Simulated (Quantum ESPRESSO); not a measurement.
# MgAlZnO3F: one run as intended and one with a planted mistake

A calculation, not a measurement. The program is pw.x of Quantum ESPRESSO 7.5 (plane-wave density functional theory). The cell is made up: 7 atoms on a zincblende/diamond lattice with one site empty, with randomly drawn elements, strain and displacements, not relaxed. PseudoDojo standard norm-conserving files (v0.5 for PBE, v0.4.1 for LDA and PBEsol) set the functional; there is no spin polarisation, spin-orbit coupling or dispersion term, and the masses in the input are unused placeholders.

Intended input:

```
&control calculation='scf', pseudo_dir='./dojo.nc.sr.pbe.v0_5.standard.upf', outdir='./o', disk_io='medium', tprnfor=.true., tstress=.true. /
&system ibrav=0, nat=7, ntyp=5, nbnd=35, ecutwfc=84.00895049, nosym=.true., tot_charge=0,
 occupations='smearing', smearing='fd', degauss=0.0018374661
/
&electrons conv_thr=7.350e-09, electron_maxstep=60, /
ATOMIC_SPECIES
Al 1.0 Al.upf
F 1.0 F.upf
Mg 1.0 Mg.upf
O 1.0 O.upf
Zn 1.0 Zn.upf
CELL_PARAMETERS angstrom
4.6027 -0.0236 -0.0047
-0.0236 4.6393 -0.0464
-0.0047 -0.0464 4.6696
ATOMIC_POSITIONS angstrom
Mg 0.046 -0.0061 0.0269
Al -0.0769 2.3716 2.3759
Zn 2.2253 2.3321 -0.0018
O 1.1293 1.2168 1.1078
O 1.2078 3.4472 3.4541
O 3.448 1.0942 3.498
F 3.4126 3.4708 1.1471
K_POINTS automatic
4 4 4 1 1 1
```

The log is shortened where brackets say so; the opening notice, blank lines, dates and the lines on written files are dropped, and the path of the files is cut. It prints rydbergs, bohrs and kilobars, and counts compression as positive stress. Where no state is partly filled, the Fermi energy that it prints is only some level between the filled and the empty states on the mesh, and need not lie in the true gap.

Log of the intended run:

```
     Program PWSCF v.7.5
     Parallel version (MPI & OpenMP), running on       1 processor cores
     Number of MPI processes:                 1
     Threads/MPI process:                     1
     [start-up lines left out]
     bravais-lattice index     =            0
     lattice parameter (alat)  =       8.6980  a.u.
     unit-cell volume          =     672.8007 (a.u.)^3
     number of atoms/cell      =            7
     number of atomic types    =            5
     number of electrons       =        58.00
     number of Kohn-Sham states=           35
     kinetic-energy cutoff     =      84.0090  Ry
     charge density cutoff     =     336.0358  Ry
     scf convergence threshold =      7.3E-09
     mixing beta               =       0.7000
     number of iterations used =            8  plain     mixing
     Exchange-correlation= PBE
                           (   1   4   3   4   0   0   0)
     [axes and pseudopotential details left out]
   Cartesian axes
     site n.     atom                  positions (alat units)
         1        Mg     tau(   1) = (   0.0099940  -0.0013253   0.0058443  )
         2        Al     tau(   2) = (  -0.0167074   0.5152557   0.5161900  )
         3        Zn     tau(   3) = (   0.4834705   0.5066739  -0.0003911  )
         4        O      tau(   4) = (   0.2453526   0.2643630   0.2406815  )
         5        O      tau(   5) = (   0.2624076   0.7489415   0.7504406  )
         6        O      tau(   6) = (   0.7491153   0.2377268   0.7599783  )
         7        F      tau(   7) = (   0.7414242   0.7540688   0.2492199  )
     number of k points=    32  Fermi-Dirac smearing, width (Ry)=  0.0018
                       cart. coord. in units 2pi/alat
        k(    1) = (   0.1257745   0.1259014   0.1245885), wk =   0.0625000
        k(    2) = (   0.1260388   0.1283676   0.3710349), wk =   0.0625000
     [further k points left out]
     Dense  grid:    70013 G-vectors     FFT dimensions: (  54,  54,  54)
     Estimated max dynamical RAM per process >      92.28 MB
     Initial potential from superposition of free atoms
     starting charge      57.9966, renormalised to      58.0000
     Starting wfcs are   35 randomized atomic wfcs
     total cpu time spent up to now is       12.0 secs
     per-process dynamical memory:    66.1 Mb
     Self-consistent Calculation
     iteration #  1     ecut=    84.01 Ry     beta= 0.70
     Davidson diagonalization with overlap
     ethr =  1.00E-02,  avg # of iterations =  4.7
     total cpu time spent up to now is       33.6 secs
     total energy              =    -689.53612838 Ry
     estimated scf accuracy    <       1.87221525 Ry
     iteration #  2     ecut=    84.01 Ry     beta= 0.70
     Davidson diagonalization with overlap
     ethr =  3.23E-03,  avg # of iterations =  3.2
     total cpu time spent up to now is       56.1 secs
     total energy              =    -689.73115130 Ry
     estimated scf accuracy    <       3.77604939 Ry
     [iterations 3 to 10 left out]
     iteration # 11     ecut=    84.01 Ry     beta= 0.70
     Davidson diagonalization with overlap
     ethr =  1.79E-10,  avg # of iterations =  2.0
     total cpu time spent up to now is      226.7 secs
     total energy              =    -690.44785941 Ry
     estimated scf accuracy    <       0.00000001 Ry
     iteration # 12     ecut=    84.01 Ry     beta= 0.70
     Davidson diagonalization with overlap
     ethr =  1.92E-11,  avg # of iterations =  2.0
     total cpu time spent up to now is      241.0 secs
     End of self-consistent calculation
     [lines on levels left out]
     the Fermi energy is     4.8062 ev
!    total energy              =    -690.44785941 Ry
     estimated scf accuracy    <          4.7E-09 Ry
     smearing contrib. (-TS)   =      -0.00000000 Ry
     internal energy E=F+TS    =    -690.44785941 Ry
     The total energy is F=E-TS. E is the sum of the following terms:
     one-electron contribution =    -571.72714634 Ry
     hartree contribution      =     301.58155640 Ry
     xc contribution           =     -99.03991331 Ry
     ewald contribution        =    -321.26235617 Ry
     convergence has been achieved in  12 iterations
     Forces acting on atoms (cartesian axes, Ry/au):
     atom    1 type  3   force =     0.01244230    0.03623584   -0.03820037
     atom    2 type  1   force =     0.06889911   -0.08082160    0.04705277
     atom    3 type  5   force =    -0.02107468   -0.05272497   -0.05662040
     atom    4 type  4   force =    -0.08549879    0.06799074    0.06257900
     atom    5 type  4   force =    -0.10627182   -0.04481590   -0.03205869
     atom    6 type  4   force =     0.06653537    0.09211664   -0.02791084
     atom    7 type  2   force =     0.06496850   -0.01798075    0.04515854
     Total force =     0.270747     Total SCF correction =     0.000155
     Computing stress (Cartesian axis) and pressure
          total   stress  (Ry/bohr**3)                   (kbar)     P=     -120.01
  -0.00092592   0.00012952   0.00024064         -136.21       19.05       35.40
   0.00012952  -0.00074244  -0.00004932           19.05     -109.22       -7.26
   0.00024064  -0.00004932  -0.00077908           35.40       -7.26     -114.61
     init_run     :     10.99s CPU     11.70s WALL (       1 calls)
     electrons    :    218.09s CPU    229.02s WALL (       1 calls)
     forces       :      3.43s CPU      3.46s WALL (       1 calls)
     stress       :     13.54s CPU     13.64s WALL (       1 calls)
     [timing details left out]
     PWSCF        :   4m 6.44s CPU   4m18.38s WALL
     JOB DONE.
```

A second run has one planted mistake: the plane-wave cutoff is too low. The input lines that differ, file-writing options aside:

```
- &system ibrav=0, nat=7, ntyp=5, nbnd=35, ecutwfc=84.00895049, nosym=.true., tot_charge=0,
+ &system ibrav=0, nat=7, ntyp=5, nbnd=35, ecutwfc=47.84761747, nosym=.true., tot_charge=0,
```

Its log:

```
     Program PWSCF v.7.5
     Parallel version (MPI & OpenMP), running on       1 processor cores
     Number of MPI processes:                 1
     Threads/MPI process:                     1
     [start-up lines left out]
     bravais-lattice index     =            0
     lattice parameter (alat)  =       8.6980  a.u.
     unit-cell volume          =     672.8007 (a.u.)^3
     number of atoms/cell      =            7
     number of atomic types    =            5
     number of electrons       =        58.00
     number of Kohn-Sham states=           35
     kinetic-energy cutoff     =      47.8476  Ry
     charge density cutoff     =     191.3905  Ry
     scf convergence threshold =      7.3E-09
     mixing beta               =       0.7000
     number of iterations used =            8  plain     mixing
     Exchange-correlation= PBE
                           (   1   4   3   4   0   0   0)
     [axes and pseudopotential details left out]
   Cartesian axes
     site n.     atom                  positions (alat units)
         1        Mg     tau(   1) = (   0.0099940  -0.0013253   0.0058443  )
         2        Al     tau(   2) = (  -0.0167074   0.5152557   0.5161900  )
         3        Zn     tau(   3) = (   0.4834705   0.5066739  -0.0003911  )
         4        O      tau(   4) = (   0.2453526   0.2643630   0.2406815  )
         5        O      tau(   5) = (   0.2624076   0.7489415   0.7504406  )
         6        O      tau(   6) = (   0.7491153   0.2377268   0.7599783  )
         7        F      tau(   7) = (   0.7414242   0.7540688   0.2492199  )
     number of k points=    32  Fermi-Dirac smearing, width (Ry)=  0.0018
                       cart. coord. in units 2pi/alat
        k(    1) = (   0.1257745   0.1259014   0.1245885), wk =   0.0625000
        k(    2) = (   0.1260388   0.1283676   0.3710349), wk =   0.0625000
     [further k points left out]
     Dense  grid:    30109 G-vectors     FFT dimensions: (  40,  40,  40)
     Estimated max dynamical RAM per process >      41.97 MB
     Check: negative core charge=   -0.000207
     Initial potential from superposition of free atoms
     starting charge      57.9966, renormalised to      58.0000
     Starting wfcs are   35 randomized atomic wfcs
     total cpu time spent up to now is        4.5 secs
     per-process dynamical memory:    33.1 Mb
     Self-consistent Calculation
     iteration #  1     ecut=    47.85 Ry     beta= 0.70
     Davidson diagonalization with overlap
     ethr =  1.00E-02,  avg # of iterations =  4.5
     total cpu time spent up to now is       11.6 secs
     total energy              =    -688.00154674 Ry
     estimated scf accuracy    <       1.86447882 Ry
     iteration #  2     ecut=    47.85 Ry     beta= 0.70
     Davidson diagonalization with overlap
     ethr =  3.21E-03,  avg # of iterations =  2.6
     total cpu time spent up to now is       18.4 secs
     total energy              =    -688.21711983 Ry
     estimated scf accuracy    <       3.36858965 Ry
     [iterations 3 to 9 left out]
     iteration # 10     ecut=    47.85 Ry     beta= 0.70
     Davidson diagonalization with overlap
     ethr =  3.62E-09,  avg # of iterations =  2.0
     total cpu time spent up to now is       74.0 secs
     total energy              =    -688.87842885 Ry
     estimated scf accuracy    <       0.00000007 Ry
     iteration # 11     ecut=    47.85 Ry     beta= 0.70
     Davidson diagonalization with overlap
     ethr =  1.18E-10,  avg # of iterations =  2.0
     total cpu time spent up to now is       78.8 secs
     End of self-consistent calculation
     [lines on levels left out]
     the Fermi energy is     5.1468 ev
!    total energy              =    -688.87842886 Ry
     estimated scf accuracy    <          3.7E-09 Ry
     smearing contrib. (-TS)   =       0.00000000 Ry
     internal energy E=F+TS    =    -688.87842886 Ry
     The total energy is F=E-TS. E is the sum of the following terms:
     one-electron contribution =    -566.73768686 Ry
     hartree contribution      =     297.64207362 Ry
     xc contribution           =     -98.52045943 Ry
     ewald contribution        =    -321.26235619 Ry
     convergence has been achieved in  11 iterations
     Forces acting on atoms (cartesian axes, Ry/au):
     atom    1 type  3   force =     0.01468909    0.03790037   -0.03603755
     atom    2 type  1   force =     0.06892865   -0.08044473    0.04661329
     atom    3 type  5   force =    -0.02384640   -0.05162072   -0.05305278
     atom    4 type  4   force =    -0.08299315    0.07388596    0.06015765
     atom    5 type  4   force =    -0.10074501   -0.05089493   -0.03320591
     atom    6 type  4   force =     0.06413821    0.09602202   -0.03124155
     atom    7 type  2   force =     0.05982859   -0.02484798    0.04676685
     Total force =     0.269994     Total SCF correction =     0.000141
     Computing stress (Cartesian axis) and pressure
          total   stress  (Ry/bohr**3)                   (kbar)     P=    -1949.72
  -0.01336537   0.00013881   0.00024435        -1966.11       20.42       35.95
   0.00013881  -0.01318507  -0.00005925           20.42    -1939.59       -8.72
   0.00024435  -0.00005925  -0.01321126           35.95       -8.72    -1943.44
     init_run     :      4.18s CPU      4.31s WALL (       1 calls)
     electrons    :     69.37s CPU     74.22s WALL (       1 calls)
     forces       :      0.80s CPU      0.81s WALL (       1 calls)
     stress       :      2.87s CPU      2.88s WALL (       1 calls)
     [timing details left out]
     PWSCF        :   1m17.47s CPU   1m22.53s WALL
     JOB DONE.
```

|  | intended run | run with the mistake |
| --- | --- | --- |
| free energy (eV) | -9394.022 | -9372.669 |
| smearing term -TS (eV) | 0.0000 | 0.0000 |
| pressure (GPa) | -12.00 | -194.97 |
| largest force component (eV/Å) | 2.732 | 2.590 |
| largest change of a force component (eV/Å) |  | 0.177 |
| iterations | 12 | 11 |

For scale, a rerun of the intended cell at 1437 eV and a 6 x 6 x 6 mesh moved values by no more than 0.002 eV in energy, 0.03 GPa in stress and 0.002 eV/Å in force.